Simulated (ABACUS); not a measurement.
Energy against volume for a model cell of FeGe (Fm-3m, 2 atoms in the cell; prototype structure): the cell is scaled uniformly, and the atoms keep their fractional positions.

```
CELL_PARAMETERS angstrom
      0.00000     2.57971     2.57971
      2.57971     0.00000     2.57971
      2.57971     2.57971     0.00000
ATOMIC_POSITIONS crystal
  Ge 0.00000 0.00000 0.00000
  Fe 0.50000 0.50000 0.50000
```
Starting moments (μB, in the order of the atoms Ge Fe): 0.0 4.0.

Method: ABACUS 3.10.1 with PBE, numerical atomic orbitals TZP (confined pseudo-atomic orbitals with Gaussian additions; energy shift 0.01 Ry), PseudoDojo 0.5 standard norm-conserving PBE (tails mended) pseudopotentials.

Held fixed: basis = TZP numerical atomic orbitals, energy shift 0.01 Ry; KPT = MP 11 11 11 0 0 0; basis_type = lcao; ecutwfc = 100 Ry; smearing_method = fd; smearing_sigma = 0.00367493 Ry; nspin = 2; potentials = PseudoDojo 0.5 standard norm-conserving PBE (tails mended); symmetry = 1; symmetry_prec = 1e-05; nbands = 21; ks_solver = genelpa; scf_nmax = 100; scf_thr = 1.0e-07; mixing_type = pulay.

The cell was set up from a structure prototype or typed lattice constants and was not relaxed beforehand at this level. The atom-centred basis is finite, which shifts total energies and pressures against plane waves. The run is spin-polarised and ends with a net moment of 2.66 μB in the cell. With one magnetic atom the cell allows parallel order alone; another order can lie lower.

```tsv
V (Å³/atom)	V/V(base)	ΔF (meV/atom, from the lowest row)	pressure (GPa)
16.138	0.940	0.0	-2.86
16.481	0.960	7.8	-4.35
16.824	0.980	18.7	-5.71
16.996	0.990	25.0	-6.28
17.168	1.000	32.1	-6.90
17.339	1.010	39.9	-7.51
17.511	1.020	48.2	-7.99
17.854	1.040	66.4	-9.09
18.198	1.060	86.9	-10.03
```

The minimum lies outside the scanned range, at smaller volume.

The atomic orbitals were generated for these runs; they are not ABACUS's published sets and were checked against plane waves on a few crystals only.

“Tails mended”: in these copies of the files the far tail of each local potential was reset to the Coulomb form.
